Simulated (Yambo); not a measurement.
Yambo run on Ba2MgH6 (space group P-3m1, No. 164). The wavefunctions come from this Quantum ESPRESSO step (LDA, PseudoDojo standard norm-conserving files, scalar-relativistic):

```
&CONTROL
  calculation = 'nscf'
  pseudo_dir = './pseudo'
  outdir = './out'
/
&SYSTEM
  ibrav = 0
  nat = 9
  ntyp = 3
  ecutwfc = 84.0
  ecutrho = 336.0
  occupations = 'fixed'
  force_symmorphic = .true.
  nbnd = 181
/
&ELECTRONS
  conv_thr = 9.000000000000001e-09
  diago_full_acc = .true.
  diago_thr_init = 1e-08
/
ATOMIC_SPECIES
H 1.0080 H.upf
Mg 24.3050 Mg.upf
Ba 137.3270 Ba.upf
CELL_PARAMETERS angstrom
  5.717819838000   0.000000000000   0.000000000000
 -2.858909919000   4.951777234000   0.000000000000
  0.000000000000   0.000000000000   4.538310000000
ATOMIC_POSITIONS crystal
H   0.829635000000   0.659270000000   0.775330000000
H   0.170365000000   0.340730000000   0.224670000000
H   0.340730000000   0.170365000000   0.775330000000
H   0.659270000000   0.829635000000   0.224670000000
H   0.829635000000   0.170365000000   0.775330000000
H   0.170365000000   0.829635000000   0.224670000000
Mg   0.000000000000   0.000000000000   0.000000000000
Ba   0.666666667000   0.333333333000   0.267040000000
Ba   0.333333333000   0.666666667000   0.732960000000
K_POINTS automatic
3 3 4 0 0 0
```

Yambo input:

```
rim_cut
gw0
dyson
el_el_corr
HF_and_locXC
ppa
em1d
RandQpts= 1000000
RandGvec= 1 Ry
EXXRLvcs= 84 Ry
VXCRLvcs= 336 Ry
Chimod= "HARTREE"
% BndsRnXp
 5 | 179 |
%
NGsBlkXp= 7 Ry
% LongDrXp
 1.0 | 1.0 | 1.0 |
%
PPAPntXp= 27.2114 eV
% GbndRnge
 1 | 179 |
%
GTermKind= "BG"
DysSolver= "n"
ExtendOut
% QPkrange
 1 | 1 | 18 | 19 |
 3 | 3 | 18 | 19 |
 4 | 4 | 18 | 19 |
 9 | 9 | 18 | 19 |
%
```

k points by index: 1 = Γ, 3 = A, 4 = (0, 0.333, 0), 9 = H.

Table of the .qp output:

```
#    K-point    Band    Eo [eV]    E [eV]    E-Eo [eV]    Vxc [eV]    Vnlxc [eV]    Sc|Eo [eV]    Sc|E [eV]    dSc/dw|Eo [eV]    Re(Z)    Im(Z)
#
    1    18    -0.092675    -1.114580    -1.021906    -10.94051    -13.75244    1.518488    1.790026    -7.229725    0.790081    -0.001559
    1    19    2.604350    3.299023    0.694673    -9.084198    -4.613070    -3.627214    -3.776455    -5.844927    0.823181    -0.001326
    3    18    -1.517552    -2.588353    -1.070801    -10.22998    -13.46835    1.870468    2.167569    -7.549070    0.782823    -0.001523
    3    19    4.702540    5.608155    0.905615    -9.907298    -4.841760    -3.955204    -4.159922    -6.150007    0.815651    -0.001705
    4    18    0.000000    -1.024293    -1.024293    -10.98743    -13.79784    1.513129    1.786120    -7.251457    0.789583    -0.001555
    4    19    3.275544    3.899216    0.623672    -9.335375    -4.714253    -3.859180    -3.997450    -6.031532    0.818560    -0.001337
    9    18    -1.029088    -2.152589    -1.123501    -10.92076    -14.21524    1.868167    2.170979    -7.334143    0.787696    -0.486605E-5
    9    19    3.388838    4.037732    0.648894    -9.630218    -4.775147    -4.058497    -4.206177    -6.191617    0.814637    -0.001332
```
(The two width columns are left out.) Convergence of these settings isn't established.

Geometry of the Materials Project entry, not relaxed at this level.

The structure is a Materials Project entry; no match was found in the copy of COD used, and its stability was not checked.
